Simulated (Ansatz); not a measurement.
**Au: stiffness from a series of strains**

```xyz
2
Lattice="2.9000 0.0000 0.0000 -1.4500 2.5115 0.0000 0.0000 0.0000 4.8800" Properties=species:S:1:pos:R:3 pbc="T T T"
Au    0.0000    1.6743    3.6600
Au    1.4500    0.8372    1.2200
```

Atoms are numbered in the order listed.

The cell comes from COD entry 1545302, which wasn't checked; take it as a given geometry.

No spin–orbit coupling, which matters for the heavy atoms here.

Theory: DFT, LDA, all-electron LAPW, scalar-relativistic (Ansatz 0.2.0).

Sampling and basis: a Γ-centred 14×14×8 k mesh, Fermi–Dirac smearing of 0.03 eV, basis error target 0.25 meV/atom, no spin polarisation.

The strain is applied along the Cartesian axes of the cell as listed (the other components stay zero). Fractional coordinates are held (clamped ions).

σ is the change of stress from the unstrained cell, which is at -10.70 GPa; tension is positive, so slopes are stress–strain coefficients at that pressure. In a metal the k mesh adds noise.

Only quantities that a quadratic follows smoothly over the whole series are listed; rougher ones are left out.

| εxx = εyy | σzz (GPa) | σxx (GPa) |
| --- | --- | --- |
| -0.0200 | -5.39 | -6.23 |
| -0.0100 | -2.60 | -2.81 |
| 0.0000 | 0.00 | 0.00 |
| 0.0200 | 3.99 | 4.57 |

Question: Fit the series and read off the stiffness at zero strain.

Answer: Least-squares fits y = p0 + p1 x + p2 x² to the rows give σzz (GPa): p1 = 235, p2 = -1700; σxx (GPa): p1 = 269, p2 = -2200. So C13 + C23 = 235 GPa and C11 + C12 = 269 GPa, for these axes.

Question: One run, at εxx = εyy = 0.0100, is withheld. Predict its row.

Answer: The fits give 2.15, 2.52; the run gave 2.18, 2.47.
